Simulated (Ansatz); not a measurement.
# CuAu (P4/mmm): electronic heat capacity and spin susceptibility from the density of states

Level of theory: Ansatz 0.2.0, DFT PBEsol, scalar-relativistic, plane waves, PAW.

Settings: cutoff 420 eV, Γ-centred mesh 14×14×12 on the computed 2-atom cell, Gaussian smearing of 0.10 eV; no spin polarisation.

Relaxed cell: P4/mmm, a = 2.834 Å, b = 2.834 Å, c = 3.538 Å, α = 90.00°, β = 90.00°, γ = 90.00°, 2 atoms in the primitive cell. Whether it is the stable form of this composition wasn't checked.

The density of states at the Fermi level is 0.600 states/eV in the cell of 2 atoms (1 formula unit; both spins, tetrahedra on a 21×21×18 mesh).

**Question.** What Sommerfeld coefficient and Pauli susceptibility does this give?

**Answer.** Per formula unit N(E_F) = 0.600 states/eV. γ = (π²/3) k_B² N(E_F) N_A = 2.357 mJ/(mol K²) per state/eV, so γ = 1.4 mJ/(mol K²), a mole of formula units. χ_P = μ_B² N(E_F) N_A = 3.23×10⁻⁵ emu/mol per state/eV gives 1.9×10⁻⁵ emu/mol. This is the bare band result: a measured γ of the same phase is as a rule larger by a factor 1 + λ from phonons and spin fluctuations, the spin part of χ is larger by the Stoner factor, and a measured χ also holds orbital and core terms. N(E_F) at one energy is sensitive to the mesh where the density of states has sharp peaks.

Spin-orbit coupling is left out, which matters for the bands of heavy elements.

Cost: 1 run of about 0.6 core-minutes, on Arm Neoverse V2 (shared hosts).